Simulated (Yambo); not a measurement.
Yambo run on AgP$_{2}$ (space group P2_1/c, No. 14). The wavefunctions are PBEsol (Quantum ESPRESSO, PseudoDojo norm-conserving, 82 Ry, no spin-orbit coupling) ones on a 2×2×2 mesh (58 occupied bands); a = 6.2107 Å, b = 5.0745 Å, c = 7.8319 Å, α = 90.00°, β = 113.47°, γ = 90.00°.

Yambo input:

```
gw0
dyson
el_el_corr
HF_and_locXC
ppa
em1d
EXXRLvcs= 82 Ry
VXCRLvcs= 328 Ry
Chimod= "HARTREE"
% BndsRnXp
 17 | 263 |
%
NGsBlkXp= 6 Ry
% LongDrXp
 1.0 | 1.0 | 1.0 |
%
PPAPntXp= 27.2114 eV
% GbndRnge
 1 | 263 |
%
GTermKind= "BG"
DysSolver= "n"
ExtendOut
% QPkrange
 5 | 5 | 58 | 59 |
%
```

k points by index: 5 = (-0.5, 0, 0).

Resulting energies as the program prints them:

```
#    K-point    Band    Eo [eV]    E [eV]    E-Eo [eV]    Vxc [eV]    Vnlxc [eV]    Sc|Eo [eV]    Sc|E [eV]    dSc/dw|Eo [eV]    Re(Z)    Im(Z)
#
    5    58    0.000000    -0.103027    -0.103027    -15.08841    -16.77824    1.558945    1.586803    -7.352696    0.787271    -0.001413
    5    59    0.599458    0.927792    0.328333    -11.67416    -7.637503    -3.623284    -3.708325    -7.045728    0.794326    -0.001369
```
(The two width columns are left out.) Convergence of these settings isn't established.

Geometry of the Materials Project entry, not relaxed at this level.
